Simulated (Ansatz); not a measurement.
**Work and stress of cleavage in Ta₄N₃**

All numbers below come from DFT PBEsol, scalar-relativistic, plane waves, PAW in Ansatz. The runs took a 420 eV cutoff, a Γ-centred 9×9×5 mesh and Gaussian smearing (0.15 eV). Spin–orbit coupling is left out, which can shift energies with elements as heavy as these. No spin polarisation. Energies are free energies at this smearing, counted from the undisturbed cell; pressure is positive in compression.

The undisturbed cell (relaxed at this level; it needn't be the usual structure):

```yaml
crystal:
  lattice:
    - [-4.35714, 0.00000, 0.00000]
    - [0.00000, -4.35714, 0.00000]
    - [0.00000, 0.00000, 8.54535]
  atoms:
    - { symbol: Ta, position: [0.50000, 0.00000, 0.61960] }
    - { symbol: Ta, position: [0.00000, 0.50000, 0.11960] }
    - { symbol: Ta, position: [0.00000, 0.00000, 0.88035] }
    - { symbol: Ta, position: [0.50000, 0.50000, 0.38035] }
    - { symbol: Ta, position: [0.50000, 0.00000, 0.11960] }
    - { symbol: Ta, position: [0.00000, 0.50000, 0.61960] }
    - { symbol: Ta, position: [0.50000, 0.50000, 0.85885] }
    - { symbol: Ta, position: [0.00000, 0.00000, 0.35885] }
    - { symbol: N, position: [0.50000, 0.00000, 0.36960] }
    - { symbol: N, position: [0.00000, 0.50000, 0.86960] }
    - { symbol: N, position: [0.00000, 0.00000, 0.61960] }
    - { symbol: N, position: [0.50000, 0.50000, 0.11960] }
    - { symbol: N, position: [0.00000, 0.50000, 0.36960] }
    - { symbol: N, position: [0.50000, 0.00000, 0.86960] }
```

The cut lies on the cell's a–b face, a (0 0 1) plane (indices in the standard cell, whose axes needn't be the Cartesian ones shown) of area 18.98 Å², between layers 2.04 Å apart. Vector c is lengthened by d along the normal with the atoms' Cartesian places fixed: one unrelaxed cut a cell. The traction is positive where the two halves pull on each other.

| d (Å) | energy (J/m²) | traction (GPa) |
| --- | --- | --- |
| -0.30 | 2.02 | -170.3 |
| -0.15 | 0.39 | -58.8 |
| 0.00 | 0.00 | 0.1 |
| 0.25 | 0.56 | 36.1 |
| 0.50 | 1.53 | 38.1 |
| 0.75 | 2.36 | 27.5 |
| 1.00 | 2.93 | 19.2 |
| 1.50 | 3.68 | 11.9 |
| 2.00 | 4.18 | 8.5 |
| 3.00 | 4.80 | 4.2 |
| 4.50 | 5.14 | 0.9 |
| 6.00 | 5.20 | 0.1 |

Problem. What are the work of separation and the cleavage stress, and do they fit the universal binding curve?

Solution. The energy levels off near W ≈ 5.20 J/m² (the traction is down to 0.1 GPa), the energy of the two unrelaxed faces, 2.60 J/m² each on average. The largest sampled traction is 38.1 GPa at d = 0.50 Å, and a parabola through it and its two neighbours peaks at σ_max ≈ 38.8 GPa, d ≈ 0.41 Å. The curve E = W[1 − (1 + d/ℓ)exp(−d/ℓ)] peaks in traction at d = ℓ with σ_max = W/(eℓ); with 1 J/m² per Å = 10 GPa this W and σ_max give ℓ = 0.49 Å. A parabola through that curve at the same three d peaks at 0.53 Å, against 0.41 Å here, so the traction peaks closer in than on that curve. Real crystals break at far lower stress, because cracks concentrate it, and on the plane of lowest W, which needn't be this one.

The cut is rigid; relaxing the faces lowers these energies and usually the stresses.

In a metal these slopes depend on the k mesh and the smearing.

Cost: 12 runs of about 4 core-minutes in all, on AMD EPYC 9R45 (Zen 5) (shared hosts).